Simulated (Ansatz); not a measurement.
YCl₃ (space group C2/m)

```
CELL_PARAMETERS angstrom
      3.42684    -5.91395     0.00000
      3.42684     5.91395     0.00000
     -2.26569     0.00000     5.91321
ATOMIC_POSITIONS crystal
  Y  0.16632 0.83368 0.00000
  Y  0.83368 0.16632 0.00000
  Cl 0.93722 0.58114 0.24502
  Cl 0.06278 0.41886 0.75498
  Cl 0.41886 0.06278 0.75498
  Cl 0.58114 0.93722 0.24502
  Cl 0.78002 0.78002 0.74737
  Cl 0.21998 0.21998 0.25263
```

The slice is a (100) plane (indices of the conventional cell) through the point (0.166, 0.834, 0.000) (fractional), spanned by u = [001] and v = [1 -1 0] in vectors of this cell: u (6.33 Å) and v (11.83 Å, at 90° to u). It covers one period; positions are fractions (u, v).

Level of theory: r2SCAN+rVV10 (plane waves to 500 eV, PAW, scalar-relativistic; Ansatz, a first-principles code). k mesh 6×6×6. Inside the PAW spheres the values are not all-electron values, and peaks at nuclei hang on which shells count as valence. YCl3 is run without spin polarisation. YCl3 was relaxed with its symmetry unable to fall.

Three fields on this plane, each scaled to ten steps between its own extremes (0 low, 9 high; the total valence density on a logarithmic scale, the potential cut 8 eV below its top; x marks points blanked near nuclei; v = 0 in the bottom row):

Map A
```
|xxx7655445567xx|
|xx865433334568x|
|777654322345677|
|677764211246777|
|677764211246777|
|777654211245677|
|x97654322345679|
|xx965544445569x|
|xxx7665445667xx|
|xxx7665555667xx|
|xx965554455569x|
|886554333345568|
|666543211234566|
|555542100124555|
|444432100123444|
|333322111122333|
|112223322332221|
|001233333333210|
|001233333333210|
|111223333332211|
|222222211222222|
|444432100123444|
|555532100123555|
|565543211234556|
|776544322344567|
|xx865544445568x|
|xxx7665445667xx|
|xxx7665555667xx|
```

Map B
```
|xxx0121001210xx|
|xx100000000001x|
|102310000001320|
|138961000016983|
|138972000027983|
|014630000003641|
|x51000000000015|
|xx800110011008x|
|xxx1252002521xx|
|xxx0363003630xx|
|xx401320023104x|
|310000000000001|
|001100000000110|
|013200000000231|
|001100000000110|
|000000000000000|
|000000000000000|
|000001000010000|
|000011000011000|
|000000000000000|
|000000000000000|
|001000000000010|
|012200000000221|
|012100000000121|
|100000000000000|
|xx201210012102x|
|xxx0253003520xx|
|xxx1263003621xx|
```

Map C
```
|xxx0578998750xx|
|xx026899998620x|
|002578999987520|
|445789999998754|
|556789999998765|
|014689999998641|
|x00378999987300|
|xx005789987500x|
|xxx0478998740xx|
|xxx0478998740xx|
|xx016899998610x|
|000478999987400|
|345789999998754|
|777889999998877|
|888999999999988|
|999999999999999|
|999999999999999|
|999999999999999|
|999999999999999|
|999999999999999|
|999999999999999|
|999999999999999|
|778899999999887|
|456789999998765|
|002578999987520|
|xx026899998620x|
|xxx0578998750xx|
|xxx0478998740xx|
```

### Question
Assign the maps to these fields: electron localisation function (ELF); valence electron density; electrostatic potential energy of an electron, from the cell's mean.

### Answer
A is the valence electron density; B is the electron localisation function (ELF); C is the electrostatic potential energy of an electron, from the cell's mean.
